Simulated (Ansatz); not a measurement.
ZrIr$_{2}$:
```
ZrIr2
1.0
    0.00000     3.69240     3.69240
    3.69240     0.00000     3.69240
    3.69240     3.69240     0.00000
Zr Ir
2 4
Cartesian
  3.69240   3.69240   3.69240
  5.53860   5.53860   5.53860
  0.92310   0.92310   0.92310
  0.92310   2.76930   2.76930
  2.76930   2.76930   0.92310
  2.76930   0.92310   2.76930
```

Relaxed with r²SCAN.

### Question
Map the electron localisation function on the plane through (0.500, 0.500, 0.500) spanned by u = [1, 0, 0] and v = [-1, 1, 1] in lattice vectors, from DFT-r²SCAN in the program Ansatz with PAW potentials.

### Answer
x is the fraction of u, y of v (the angle between them is 90°; rows are the nearest grid lines); atoms in the plane: Zr at (0.00, 0.00), Zr at (0.50, 0.25), Ir at (0.25, 0.62), Ir at (0.75, 0.62).
```
|028983113444444444311389820|
|789962123444444444321269987|
|999731123444444444321137999|
|332111333333444333333111233|
|111123333333333333333321111|
|334443333333333333333344433|
|433346665322333223566643334|
|433467887632333236788764334|
|433677557863343368755776334|
|434686336864343468633686434|
|333578888753343357888875333|
|333234555433444334555432333|
|333323333334444433333323333|
|333333333332111233333333333|
|443333321112454311123333344|
|444333311147898741113333444|
|444443212699767996212344444|
|444443113898303898311344444|
|333443103899535998301344333|
|111111100379999973001111111|
|332100000135777531000001233|
|999841011111111111110148999|
|789962012332222233210269987|
|028983113444444444311389820|
```
Scale: ten equal steps from 0.028 (start of '0') to 0.822 (end of '9'), in the order '0123456789'; x runs from 0.000 to 1.00, y from 0.000 (bottom) to 1.00 (top).

The density is the valence pseudo-density with augmentation charge, so density and ELF within about 1 Å of a nucleus are not all-electron values.

Space group Fd-3m (cubic Laves (MgCu2 type)). The workflow started from an entry of the Crystallography Open Database (COD). Its standing as an ambient phase is unchecked. The cell was relaxed with r²SCAN under the symmetry of its start; its stability against distortions is not shown here. No spin polarisation was allowed. Scalar-relativistic: spin–orbit coupling is off unless named, which matters more the heavier the elements.

Potentials: the later of the program's two PAW sets.
